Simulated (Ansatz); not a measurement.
# PbSe, a database entry at a rescaled volume

```
Pb Se
1.0
     0.00000    3.05942    3.05942
     3.05942    0.00000    3.05942
     3.05942    3.05942    0.00000
Pb Se
1 1
Cartesian
  0.0000 0.0000 0.0000
  3.0594 3.0594 3.0594
```

Level: PBE, no spin polarisation; 420 eV; 7×7×7 Γ-centred mesh; fermi-dirac occupations (width 0.1 eV); Ansatz 0.2.0, fixed geometry.

(1) Is the cell too large or too small?

(2) Which orbitals make up the band edges?

(3) What is the formation energy?

(4) What is the band gap?

(5) How is the charge shared?

Origin: a database entry at a rescaled volume. Caveats: no spin-orbit coupling, which can shift this gap by tenths of an eV; the mesh misses a band edge that the path finds.

Answers

(1) The pressure is 2.4 GPa (compression positive), so with the atoms held at these fractions the cell would first expand.

(2) Within 0.7 eV of the edges, the states project mainly on Se p (68 %), Pb s (17 %) and Pb p (13 %) below the gap and on Pb p (66 %), Se p (15 %) and Se s (12 %) above it.

(3) -0.56 eV an atom against the elements' usual phases (free molecules for gases, crystals otherwise, with no correction for O₂ or N₂), so it is bound against them; other compounds may still compete. Relaxing would lower it.

(4) The gap is 0.28 eV, direct at the points sampled. A semilocal functional usually gives too small a gap.

(5) Bader charges in e: Pb +0.87, Se -0.87. In the mean Pb gives up most and Se takes most.
